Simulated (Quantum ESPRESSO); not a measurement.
# Si3F4O4: input and log of a self-consistent run

A calculation, not a measurement. The program is pw.x of Quantum ESPRESSO 7.5 (plane-wave density functional theory). The cell is made up: 11 atoms on a rutile lattice with one site empty, with randomly drawn elements, strain and displacements, not relaxed. PseudoDojo standard norm-conserving files (v0.5 for PBE, v0.4.1 for LDA and PBEsol) set the functional; there is no spin polarisation, spin-orbit coupling or dispersion term, and the masses in the input are unused placeholders.

Input:

```
&control calculation='scf', pseudo_dir='./dojo.nc.sr.pbe.v0_5.standard.upf', outdir='./o', disk_io='low', tprnfor=.true., tstress=.true. /
&system ibrav=0, nat=11, ntyp=3, nbnd=38, ecutwfc=84.00895049, nosym=.true., tot_charge=0,
 occupations='smearing', smearing='fd', degauss=0.0018374661
/
&electrons conv_thr=7.350e-09, electron_maxstep=60, /
ATOMIC_SPECIES
F 1.0 F.upf
O 1.0 O.upf
Si 1.0 Si.upf
CELL_PARAMETERS angstrom
4.209 -0.0315 -0.0514
-0.0315 4.1727 -0.0451
-0.0653 -0.0573 5.3772
ATOMIC_POSITIONS angstrom
Si -0.0253 -0.0715 -0.0975
Si 2.1459 2.1271 1.3286
Si 1.9791 1.9616 3.891
F 1.2503 1.1696 -0.0621
O 2.903 2.8644 -0.11
F 3.2497 0.8265 1.2097
O 0.758 3.3107 1.2531
F 1.221 1.1466 2.5981
O 3.0283 2.7476 2.5839
F 3.3786 0.7166 3.9553
O 0.6697 3.3141 3.9071
K_POINTS automatic
5 5 4 1 1 1
```

The log is shortened where brackets say so; the opening notice, blank lines, dates and the lines on written files are dropped, and the path of the files is cut. It prints rydbergs, bohrs and kilobars, and counts compression as positive stress. With no partly filled state, the Fermi energy that it prints is only some level between the filled and the empty states on the mesh, and need not lie in the true gap.

```
     Program PWSCF v.7.5
     Parallel version (MPI & OpenMP), running on       4 processor cores
     Number of MPI processes:                 4
     Threads/MPI process:                     1
     [start-up lines left out]
     bravais-lattice index     =            0
     lattice parameter (alat)  =       7.9547  a.u.
     unit-cell volume          =     637.1021 (a.u.)^3
     number of atoms/cell      =           11
     number of atomic types    =            3
     number of electrons       =        64.00
     number of Kohn-Sham states=           38
     kinetic-energy cutoff     =      84.0090  Ry
     charge density cutoff     =     336.0358  Ry
     scf convergence threshold =      7.3E-09
     mixing beta               =       0.7000
     number of iterations used =            8  plain     mixing
     Exchange-correlation= PBE
                           (   1   4   3   4   0   0   0)
     [axes and pseudopotential details left out]
   Cartesian axes
     site n.     atom                  positions (alat units)
         1        Si     tau(   1) = (  -0.0060103  -0.0169857  -0.0231623  )
         2        Si     tau(   2) = (   0.5097838   0.5053176   0.3156246  )
         3        Si     tau(   3) = (   0.4701585   0.4660011   0.9243528  )
         4        F      tau(   4) = (   0.2970235   0.2778522  -0.0147526  )
         5        O      tau(   5) = (   0.6896418   0.6804719  -0.0261318  )
         6        F      tau(   6) = (   0.7720044   0.1963448   0.2873785  )
         7        O      tau(   7) = (   0.1800718   0.7864957   0.2976886  )
         8        F      tau(   8) = (   0.2900629   0.2723883   0.6172092  )
         9        O      tau(   9) = (   0.7194083   0.6527247   0.6138358  )
        10        F      tau(  10) = (   0.8026262   0.1702368   0.9396280  )
        11        O      tau(  11) = (   0.1590951   0.7873034   0.9281776  )
     number of k points=    50  Fermi-Dirac smearing, width (Ry)=  0.0018
                       cart. coord. in units 2pi/alat
        k(    1) = (   0.1020026   0.1027332   0.1001871), wk =   0.0400000
        k(    2) = (   0.1044092   0.1048672   0.2959465), wk =   0.0400000
     [further k points left out]
     Dense  grid:    66251 G-vectors     FFT dimensions: (  48,  48,  60)
     Estimated max dynamical RAM per process >     152.29 MB
     Estimated total dynamical RAM >     560.62 MB
     Initial potential from superposition of free atoms
     starting charge      63.9981, renormalised to      64.0000
     Starting wfcs are   44 randomized atomic wfcs
     total cpu time spent up to now is        2.2 secs
     per-process dynamical memory:   124.2 Mb
     Self-consistent Calculation
     iteration #  1     ecut=    84.01 Ry     beta= 0.70
     Davidson diagonalization with overlap
     ethr =  1.00E-02,  avg # of iterations =  2.2
     total cpu time spent up to now is        5.4 secs
     total energy              =    -354.31846495 Ry
     estimated scf accuracy    <       2.34082974 Ry
     iteration #  2     ecut=    84.01 Ry     beta= 0.70
     Davidson diagonalization with overlap
     ethr =  3.66E-03,  avg # of iterations =  3.1
     total cpu time spent up to now is        8.9 secs
     total energy              =    -354.54745593 Ry
     estimated scf accuracy    <       3.32471313 Ry
     iteration #  3     ecut=    84.01 Ry     beta= 0.70
     Davidson diagonalization with overlap
     ethr =  3.66E-03,  avg # of iterations =  2.0
     total cpu time spent up to now is       11.7 secs
     total energy              =    -355.32721816 Ry
     estimated scf accuracy    <       0.16347568 Ry
     iteration #  4     ecut=    84.01 Ry     beta= 0.70
     Davidson diagonalization with overlap
     ethr =  2.55E-04,  avg # of iterations =  2.5
     total cpu time spent up to now is       14.8 secs
     total energy              =    -355.34188678 Ry
     estimated scf accuracy    <       0.02675736 Ry
     iteration #  5     ecut=    84.01 Ry     beta= 0.70
     Davidson diagonalization with overlap
     ethr =  4.18E-05,  avg # of iterations =  7.0
     total cpu time spent up to now is       18.6 secs
     total energy              =    -355.34793290 Ry
     estimated scf accuracy    <       0.00243276 Ry
     [iterations 6 to 7 left out]
     iteration #  8     ecut=    84.01 Ry     beta= 0.70
     Davidson diagonalization with overlap
     ethr =  2.58E-08,  avg # of iterations =  3.7
     total cpu time spent up to now is       28.2 secs
     total energy              =    -355.34823155 Ry
     estimated scf accuracy    <       0.00001261 Ry
     iteration #  9     ecut=    84.01 Ry     beta= 0.70
     Davidson diagonalization with overlap
     ethr =  1.97E-08,  avg # of iterations =  2.0
     total cpu time spent up to now is       30.9 secs
     total energy              =    -355.34823254 Ry
     estimated scf accuracy    <       0.00000185 Ry
     iteration # 10     ecut=    84.01 Ry     beta= 0.70
     Davidson diagonalization with overlap
     ethr =  2.89E-09,  avg # of iterations =  2.0
     total cpu time spent up to now is       33.6 secs
     total energy              =    -355.34823289 Ry
     estimated scf accuracy    <       0.00000011 Ry
     iteration # 11     ecut=    84.01 Ry     beta= 0.70
     Davidson diagonalization with overlap
     ethr =  1.69E-10,  avg # of iterations =  3.6
     total cpu time spent up to now is       36.8 secs
     total energy              =    -355.34823290 Ry
     estimated scf accuracy    <       0.00000006 Ry
     iteration # 12     ecut=    84.01 Ry     beta= 0.70
     Davidson diagonalization with overlap
     ethr =  9.66E-11,  avg # of iterations =  2.0
     total cpu time spent up to now is       39.6 secs
     End of self-consistent calculation
          k = 0.1020 0.1027 0.1002 (  8280 PWs)   bands (ev):
   -19.9214 -17.7881 -17.3119 -17.0510 -11.7378  -9.1825  -8.4492  -8.0069
    -4.2069  -2.8324  -1.3937  -0.9596  -0.6393   0.3542   0.5601   0.7049
     1.4394   1.5711   1.9570   2.2809   2.6247   2.8372   4.1327   4.4471
     4.7581   5.5439   5.9813   6.8313   7.3378   7.7823   8.7033   8.9420
    11.2934  14.0154  15.0479  16.2682  17.4594  18.1445
     [levels at the other k points left out]
     the Fermi energy is    10.1409 ev
!    total energy              =    -355.34823291 Ry
     estimated scf accuracy    <          6.6E-10 Ry
     smearing contrib. (-TS)   =       0.00000000 Ry
     internal energy E=F+TS    =    -355.34823291 Ry
     The total energy is F=E-TS. E is the sum of the following terms:
     one-electron contribution =     -82.06839179 Ry
     hartree contribution      =      87.11189403 Ry
     xc contribution           =     -88.04886617 Ry
     ewald contribution        =    -272.34286898 Ry
     convergence has been achieved in  12 iterations
     Forces acting on atoms (cartesian axes, Ry/au):
     atom    1 type  3   force =     0.07325549   -0.26752047    0.04103753
     atom    2 type  3   force =    -0.02835684    0.23843175    0.05083264
     atom    3 type  3   force =     0.04447335    0.28890558   -0.09590963
     atom    4 type  1   force =     0.01597884    0.02017569   -0.01221522
     atom    5 type  2   force =    -0.05931370   -0.06875338   -0.01514817
     atom    6 type  1   force =     0.02103401   -0.04207977   -0.06393120
     atom    7 type  2   force =     0.05169491   -0.02819187   -0.09371315
     atom    8 type  1   force =     0.00471751   -0.01097451    0.00445506
     atom    9 type  2   force =    -0.15783630   -0.08915755    0.05309802
     atom   10 type  1   force =    -0.07603759    0.04466508    0.04528699
     atom   11 type  2   force =     0.11039032   -0.08550055    0.08620713
     Total force =     0.577870     Total SCF correction =     0.000074
     Computing stress (Cartesian axis) and pressure
          total   stress  (Ry/bohr**3)                   (kbar)     P=       58.28
   0.00036033   0.00105725   0.00028380           53.01      155.53       41.75
   0.00105725   0.00034865   0.00031544          155.53       51.29       46.40
   0.00028380   0.00031544   0.00047959           41.75       46.40       70.55
     init_run     :      2.11s CPU      2.15s WALL (       1 calls)
     electrons    :     37.28s CPU     37.39s WALL (       1 calls)
     forces       :      0.57s CPU      0.58s WALL (       1 calls)
     stress       :      1.85s CPU      1.85s WALL (       1 calls)
     [timing details left out]
     PWSCF        :     41.87s CPU     42.03s WALL
     JOB DONE.
```

In other units: free energy -4834.759 eV for the cell, pressure 5.83 GPa, largest force component 7.428 eV/Å. A rerun of this cell at a cutoff of 1437 eV and k mesh 7 x 7 x 6 moved values by no more than 0.003 eV in energy, 0.03 GPa in stress and 0.002 eV/Å in force.